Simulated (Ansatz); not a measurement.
input.yaml (Ansatz)

```yaml
crystal:
  lattice:
    - [2.66906746, 0.0, 0.0]
    - [0.0, 2.66906746, 0.0]
    - [0.0, 0.0, 2.66906746]
  atoms:
    - { symbol: Pd, position: [0.0, 0.0, 0.0], spin: 0.5 }
hamiltonian:
  xc: blyp
  pseudopotentials:
    kind: paw
    azcp:
      Pd: "pseudopotentials/Pd.paw.azcp"
basis:
  ecutwfc: 420
  fft_grid_basis: typed
kpoints:
  mp_grid: { grid: [19, 19, 19], shift: [0, 0, 0] }
magnetization:
  spin_polarized: true
scf:
  occupations: { method: fermi_dirac, width: 0.05 }
```

and its output:

```
Engine: ansatz 0.2.0, aarch64-unknown-linux-gnu
Pseudopotentials: kind: paw
Pseudopotential: Pd, paw, valence charge 18, recommended cutoff 420 eV (normal) 
Functional definition: BLYP
  parameter beta = 0.0042
  parameter a = 0.04918
  parameter b = 0.132
  parameter c = 0.2533
  parameter d = 0.349
  exchange = b88_x(beta = beta)
  correlation = lyp_c(a = a, b = b, c = c, d = d)
Crystal: 1 atoms, lattice volume = 19.014 Å³
Basis set: ecut = 420 eV, 365 PW (Γ), exchange–correlation on 36×36×36 points (8 copies of the dense FFT grid, shifted against one another)
Bands: 14, of which v1, the nominal top of the filled ones, is band 9 counted from 1 (8 counted from 0)
Symmetry: 48 space group operations
Space group: Pm-3m (ITA 221), of the structure as read, at distance tolerance 2.7e-5 Å
Magnetic group: BNS 221.92 (UNI 1594), of the structure as read, at distance tolerance 2.7e-5 Å
k-points: 220 of 6859
Non-local potential: Pd, projectors of the file, l = 0: 2, l = 1: 2, l = 2: 2, l = 3: 1
PAW form: soft (Blöchl's): semilocal exchange-correlation on the pseudo side does not see the compensation charge
PAW frozen core: Pd, regenerated for the run's functional, and the local potential with it (the file was generated under x = pbe(κ = 0.804, μ = 0.2195149727645171), c = pbe(β = 0.06672455060314922))
PAW one-centre angular grid: Pd, 590 points (default); XC on 64 Gauss nodes
Initial density: superposition of atomic densities (chi_scale 0.1, normalization cell)
Starting moments: Σ|m| = 0.5 μB on 1 of 1 site
Initial wavefunctions: pseudopotential atomic-orbital guess
Functional: x = b88, c = lyp
SCF iter   1: F=—  HF=-6988.176914 eV  |F-HF|=—  |Δ(HF+E_count)|=         —  Δρ=7.94e-2 (↑7.94e-2 ↓5.51e-2)  dr2=3.64e0  dr2_m=3.85e-2  M=0.277 μB ∫|m|=0.282 μB  β_m=0.30  ethr=3.10e-3  ⟨swp⟩=5.4  Hψ=32329  notcnv=0
SCF iter   2: F=—  HF=-6987.525836 eV  |F-HF|=—  |Δ(HF+E_count)|=   6.51e-1  Δρ=4.56e-2 (↑4.56e-2 ↓2.80e-2)  dr2=1.01e0  dr2_m=2.93e-2  M=0.227 μB ∫|m|=0.235 μB  β_m=0.30  ethr=3.10e-3  ⟨swp⟩=2.8  Hψ=13664  notcnv=0  defer=178
spin-set hold released at iteration 2 (site moments show no strong build): the magnetisation degrees of freedom join the quasi-Newton model from the next iteration; the mixer history was kept
SCF iter   3: F=—  HF=-6987.274336 eV  |F-HF|=—  |Δ(HF+E_count)|=   2.52e-1  Δρ=1.89e-2 (↑1.52e-2 ↓1.89e-2)  dr2=4.75e-2  dr2_m=2.64e-2  M=0.172 μB ∫|m|=0.181 μB  β_m=0.30  ethr=3.10e-3  ⟨swp⟩=2.1  Hψ=10269  notcnv=0  defer=178
SCF iter   4: F=—  HF=-6987.268132 eV  |F-HF|=—  |Δ(HF+E_count)|=   6.20e-3  Δρ=1.09e-2 (↑9.65e-3 ↓1.09e-2)  dr2=6.34e-4  dr2_m=1.82e-2  M=0.147 μB ∫|m|=0.154 μB  β_m=0.65  ethr=2.64e-4  ⟨swp⟩=2.4  Hψ=14751  notcnv=0  defer=221
SCF iter   5: F=—  HF=-6987.273905 eV  |F-HF|=—  |Δ(HF+E_count)|=   5.77e-3  Δρ=6.11e-3 (↑5.97e-3 ↓6.11e-3)  dr2=3.47e-5  dr2_m=6.34e-3  M=0.098 μB ∫|m|=0.105 μB  β_m=0.82  ethr=3.52e-6  ⟨swp⟩=1.9  Hψ=8051  notcnv=0  defer=221
SCF iter   6: F=—  HF=-6987.276981 eV  |F-HF|=—  |Δ(HF+E_count)|=   3.08e-3  Δρ=1.68e-3 (↑1.68e-3 ↓6.99e-4)  dr2=1.94e-4  dr2_m=2.33e-4  M=0.023 μB ∫|m|=0.027 μB  β_m=0.91  ethr=1.93e-7  ⟨swp⟩=2.6  Hψ=10814  notcnv=0  defer=221
SCF iter   7: F=—  HF=-6987.277144 eV  |F-HF|=—  |Δ(HF+E_count)|=   1.63e-4  Δρ=1.65e-4 (↑9.77e-5 ↓1.65e-4)  dr2=7.14e-6  dr2_m=1.37e-6  M=0.001 μB ∫|m|=0.001 μB  β_m=0.94  ethr=1.93e-7  ⟨swp⟩=2.1  Hψ=9922  notcnv=0  defer=221
SCF iter   8: F=—  HF=-6987.277378 eV  |F-HF|=—  |Δ(HF+E_count)|=   2.34e-4  Δρ=3.14e-5 (↑3.01e-5 ↓3.14e-5)  dr2=1.73e-8  dr2_m=1.55e-7  M=0.000 μB ∫|m|=0.000 μB  β_m=0.97  ethr=5.56e-10  ⟨swp⟩=2.0  Hψ=18295  notcnv=0
SCF iter   9: F=—  HF=-6987.277379 eV  |F-HF|=—  |Δ(HF+E_count)|=   1.74e-7  Δρ=4.62e-6 (↑4.62e-6 ↓1.99e-6)  dr2=2.45e-9  dr2_m=1.33e-9  M=0.000 μB ∫|m|=0.000 μB  β_m=0.97  ethr=9.59e-11  ⟨swp⟩=2.9  Hψ=13391  notcnv=0
SCF iter  10: F=—  HF=-6987.277379 eV  |F-HF|=—  |Δ(HF+E_count)|=   1.11e-9  Δρ=5.87e-7 (↑5.87e-7 ↓3.03e-7)  dr2=1.58e-11  dr2_m=2.15e-11  M=-0.000 μB ∫|m|=0.000 μB  β_m=0.99  ethr=1.36e-11  ⟨swp⟩=2.0  Hψ=11933  notcnv=0
SCF iter  11: F=-6987.277379 eV  HF=-6987.277379 eV  |F-HF|=8.19e-12  |Δ(HF+E_count)|=  6.00e-11  Δρ=1.52e-7 (↑9.54e-8 ↓1.52e-7)  dr2=8.86e-12  dr2_m=1.98e-13  M=-0.000 μB ∫|m|=0.000 μB  ethr=1.00e-12  ⟨swp⟩=2.0  Hψ=11943  notcnv=0
SCF 1 converged in 11 iterations: F = -6987.277379 eV  dr2 = 8.86e-12
WARN: the starting moments were not kept: the SCF closed with an absolute magnetisation of 5.0e-7 μB, where they sum to 0.5 μB in size (1 site). That is at most 0.1 of that sum. Measured as dr2_m measures the in/out step, that magnetisation stands 1.4e-13 eV from none, at or under the dr2_threshold of 1.0e-7 eV: it is no larger than a step whose dr2_m would equal this threshold. The system may hold no moment; this SCF shows only that its start led to no more than that. To try another start: raise the starting moments (crystal.atoms[].spin, magnetization.per_species, magnetization.initial_magnetization, or on a non-collinear deck that types none of these the spinor_matrix: blocks that start its atoms; where the total moment is fixed, keep their sum and leave initial_magnetization as it is; typed ones take the place of any that the run laid by itself, positive ones on a crystal's lanthanoids without a Hubbard term where scf.initial_density.shell_occupations: [] is typed) or, if the notice of its spin-set hold's release reads "site moments contracting" or "site moments show no strong build", lengthen the hold (scf.mixing.spin_hold: { on: { confirm: 4 } }; for m-r²SCAN on two components see the key's manual first). Each may lead to a state that holds a moment. A second SCF, from the converged charge density, with the starting moments and any scf.initial_density.shell_occupations laid on it anew, would have followed, and was not run: the deck does not ask for one (magnetization.retry_lost_moments is false, the default). To let it run, set magnetization.retry_lost_moments: true and run the deck again, where that key's refused combinations let it; where memory then withholds it, that run's warning says so.
SCF converged after 11 iterations
Magnetization: -0.0000 μB (9.0000 up, 9.0000 down)
Absolute magnetization: 0.0000 μB (∫|ρ↑−ρ↓|, with the PAW one-centre terms)
Spin contamination: 0.0000 ħ² per cell (⟨S²⟩ above its minimum at these occupations)
Per-site moments (μB) at R_I (Å): [(-3.6782777452783393e-7, 1.10099032725)]
Free energy (F): -6987.277379 eV
Harris-Foulkes:  -6987.277379 eV  (|F-HF|=8.19e-12)
Internal energy: -6987.264697 eV  (E = F + TS)
E sigma→0 (E₀):  -6987.271038 eV
Entropy (-TS):   -0.012682 eV (-12.682 meV/atom)
Fermi energy:    14.563514 eV
--- Per-component energies (eV) ---
  E_band       = -222.132340
  E_kinetic    = 514.077358
  E_local      = -2190.934751  (includes V_loc(G=0)·N_el)
  E_nonlocal   = 216.408590
  E_hartree    = 886.646120
  E_xc         = -165.182856
  E_vxc        = -206.691639  (∫ρ·V_xc dr)
  E_paw        = -3768.591987  (= ΣΔE_a)
  E_vpaw       = -328.284507  (= ΣTr[D̂ρ^β])
  E_aug_tail   = 0.000196  (compensation charges beyond the density's cutoff)
  E_ewald      = -2479.774193
  E_core_change = 0.086828  (= ΣΔE_core)
  E_smearing   = -0.012682  (= −TS)
  E_closure    = 0.000000  (closes the sum)
  Σ components = -6987.277379   (vs F -6987.277379, Δ=0.00e0)
```
